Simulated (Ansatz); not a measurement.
Relaxed ScAl₃ (Cu3Au type):

```
ScAl3
1.0
    4.08581     0.00000     0.00000
    0.00000     4.08581     0.00000
    0.00000     0.00000     4.08581
Al Sc
3 1
Cartesian
  0.00000   2.04290   2.04290
  2.04290   2.04290   0.00000
  2.04290   0.00000   2.04290
  0.00000   0.00000   0.00000
```

Level of theory: r2SCAN (plane waves to 500 eV, PAW, scalar-relativistic; Ansatz, a quantum-chemistry and plane-wave program). k mesh 9×9×9 (Γ-centred), Fermi-Dirac smearing 0.05 eV. With partly filled bands, energies and forces of such displacements shift with the k mesh and the smearing. ScAl3 is run without spin polarisation. ScAl3 was relaxed with its symmetry unable to fall.

One atom of the cell was then moved (with its periodic images), all else fixed, and the forces (eV/Å) came out as:

```tsv
atom	Fx	Fy	Fz
Al1	5.433	5.288	0.000
Al2	-0.143	0.865	0.000
Al3	-7.499	-6.301	0.000
Sc4	2.209	0.149	0.000
```

Q: Which atom was moved, and by which vector (Å)?

A: Al3, by (0.62, 0.62, 0.00), 0.87 Å in all.

(For displaced atoms, the force is minus the slope of the energy, and its curvature is a force constant, which sets phonon frequencies.)
